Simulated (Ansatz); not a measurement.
HfO₂ (baddeleyite type, space group P2_1/c)

```cif
data_Hf4O8
_chemical_formula_sum 'Hf4 O8'
_space_group_name_H-M_alt 'P 1'
_space_group_IT_number 1
_cell_length_a 5.16167
_cell_length_b 5.21254
_cell_length_c 5.35283
_cell_angle_alpha 90.000
_cell_angle_beta 99.656
_cell_angle_gamma 90.000
loop_
_space_group_symop_operation_xyz
  'x, y, z'
loop_
_atom_site_label
_atom_site_type_symbol
_atom_site_fract_x
_atom_site_fract_y
_atom_site_fract_z
_atom_site_occupancy
Hf1 Hf 0.27573 0.04291 0.20837 1
Hf2 Hf 0.72427 0.54291 0.29163 1
Hf3 Hf 0.72427 0.95709 0.79163 1
Hf4 Hf 0.27573 0.45709 0.70837 1
O1 O 0.06716 0.32866 0.34845 1
O2 O 0.93284 0.82866 0.15155 1
O3 O 0.93284 0.67134 0.65155 1
O4 O 0.06716 0.17134 0.84845 1
O5 O 0.44917 0.75722 0.47666 1
O6 O 0.55083 0.25722 0.02334 1
O7 O 0.55083 0.24278 0.52334 1
O8 O 0.44917 0.74278 0.97666 1
```

This relaxed cell (volume V₀) is scaled evenly in all directions, its shape held. The atoms relax within the cell's symmetry.

Method: PBE (plane waves to 420 eV, PAW, scalar-relativistic; Ansatz, a first-principles code). k mesh 5×5×5 (Γ-centred), Fermi-Dirac smearing 0.05 eV. Energies are smeared free energies. Compression counts positive. The relaxing atoms change the space group within the scan (C2/c at V/V₀ = 1.160), so nothing is fitted. HfO2 is run without spin polarisation. HfO2 was relaxed with its symmetry unable to fall. Spin-orbit coupling is left out, though Hf is heavy. The PAW data are Ansatz's earlier set. The zero of ΔE is the relaxed starting cell.

| V/V₀ | ΔE (kJ/mol of atoms) | P (GPa) |
|---|---|---|
| 0.840 | 21.73 | 42.2 |
| 0.872 | 13.37 | 31.4 |
| 0.904 | 7.29 | 22.2 |
| 0.936 | 3.16 | 14.1 |
| 0.968 | 0.77 | 6.9 |
| 1.000 | 0.00 | 0.0 |
| 1.032 | 0.70 | -5.9 |
| 1.064 | 2.59 | -10.4 |
| 1.096 | 5.22 | -12.1 |
| 1.128 | 7.87 | -10.9 |
| 1.160 | 10.25 | -10.4 |

What the scan shows:

```yaml
pressure_at_the_smallest_volume: 42.2 GPa
energy_cost_of_the_largest_compression: 225.3 meV/atom
energy_cost_of_the_largest_expansion: 106.2 meV/atom
```

The 11 points together took very roughly 29 core-minutes.

(A scan under strain: stresses follow from slopes of the energy per volume, elastic moduli from its curvatures.)
